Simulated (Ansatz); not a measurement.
Computed properties of CaAl2Ge2

CaAl2Ge2:
```
CaAl2Ge2
1.0
    4.16931     0.00000     0.00000
   -2.08466     3.61073     0.00000
    0.00000     0.00000     7.15043
Ca Al Ge
1 2 2
Direct
  0.00000   0.00000   0.00000
  0.33333   0.66667   0.62775
  0.66667   0.33333   0.37225
  0.33333   0.66667   0.26142
  0.66667   0.33333   0.73858
```

Space group P-3m1 (No. 164); conventional cell a = b = 4.1693 Å, c = 7.1504 Å, α = β = 90.00°, γ = 120.00°.

Method: r²SCAN in the plane-wave PAW code Ansatz. Structure relaxed to zero pressure with the same functional. Other levels are named where they apply.

Cell and energy:

```
Property                                                       Value
-----------------------------------------------------  -------------
Volume per atom                                             21.53 Å³
Density                                                   3.69 g/cm³
Formation energy from the elements (no fitted shifts)  -0.48 eV/atom
```

Electronic structure:

```
Item                                                                         Value
------------------------------------  --------------------------------------------
Electronic character                                             metallic (no gap)
Density of states at the Fermi level  0.03 states/eV per atom (mean over ±0.08 eV)
Gap with spin–orbit coupling                                       none (metallic)
```

Mechanics:

```
Quantity                              Result
----------------------------------  --------
Bulk modulus (Birch–Murnaghan fit)  63.1 GPa
Pressure derivative B′                   4.1
```

Charges:

```
Property                                Value
-------------  ------------------------------
Bader charges  Ca +1.41, Al +1.79, Ge -2.50 e
```

The measured cell (COD 8101147; 293 K, pressure taken as ambient) has 21.68 Å³ per atom; the computed volume differs by -0.7 %, which includes thermal expansion and zero-point motion.

The workflow started from an entry of the Crystallography Open Database (COD, 293 K). Whether it is the stable phase at ambient conditions was not checked. The cell was relaxed with r²SCAN under the symmetry of its start; its stability against distortions is not shown here. The references are the lowest solids computed at this level, not always the standard phases. Spin–orbit coupling is left out wherever it is not named.

Potentials: the later of the program's two PAW sets.
